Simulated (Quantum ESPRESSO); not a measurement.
# Moving one atom in Ge3Si3AlN

Calculated results; nothing here was measured. They come from pw.x of Quantum ESPRESSO 7.5, a plane-wave density functional program, with PseudoDojo standard norm-conserving files (v0.5 for PBE, v0.4.1 for LDA and PBEsol). The cells are made up: elements, strain and atom displacements were drawn at random, and nothing was relaxed. There is no spin polarisation, spin-orbit coupling or dispersion term.

The cell has 8 sites of a zincblende or diamond lattice. Sites 1 to 4 hold Ge Si Ge Si; sites 5 to 8 hold Al N Ge Si. Cell vectors in Å: (5.671, 0.000, 0.000); (0.000, 5.671, 0.000); (0.000, 0.000, 5.671). Settings: PBE, cutoff 1143 eV, 6 x 6 x 6 k mesh shifted by half a step, Fermi-Dirac smearing of 0.1 eV.

Each run shifts the Ge atom on site 7 along y and leaves all else fixed. Site 3 is one of its nearest neighbours. E is the free energy of the cell above the lowest run shown.

```
run,shift (Å),Fy on site 7 (eV/Å),Fy on site 3 (eV/Å),P (GPa),E (meV)
1,-0.0823,-0.333,-0.380,-5.18,0.0
2,-0.0671,-0.454,-0.355,-5.16,6.0
3,-0.0382,-0.684,-0.308,-5.12,22.4
5,0.0268,-1.199,-0.211,-4.96,83.6
6,0.0379,-1.286,-0.196,-4.93,97.4
7,0.0614,-1.468,-0.165,-4.86,129.8
4,-0.0011,?,?,?,?
```

A rerun of one of these cells at 1437 eV and k mesh 8 x 8 x 8 moved values by no more than 0.004 eV in the cell's energy, 0.02 GPa in stress and 0.012 eV/Å in force.

## Worked fit

A parabola through the six runs shown gives Fy on site 7 = -0.988 - 7.89 u + 0.8 u² eV/Å, with u in Å and a scatter of 0.001 eV/Å. Minus the slope, 7.89 ± 0.03 eV/Å², is this atom's force constant along y at u = 0, with its periodic images moving too. The fitted force does not vanish within the range. The error is the larger of the fit's own and the change that a cubic makes, rounded up.

## Withheld run

Question: what Fy on site 7 should run 4 give?

The fit gives -0.979 eV/Å. The calculation gave -0.978 eV/Å.

| run | shift (Å) | Fy on site 7 (eV/Å) | Fy on site 3 (eV/Å) | P (GPa) | E (meV) |
| --- | --- | --- | --- | --- | --- |
| 4 | -0.0011 | -0.978 | -0.251 | -5.04 | 53.2 |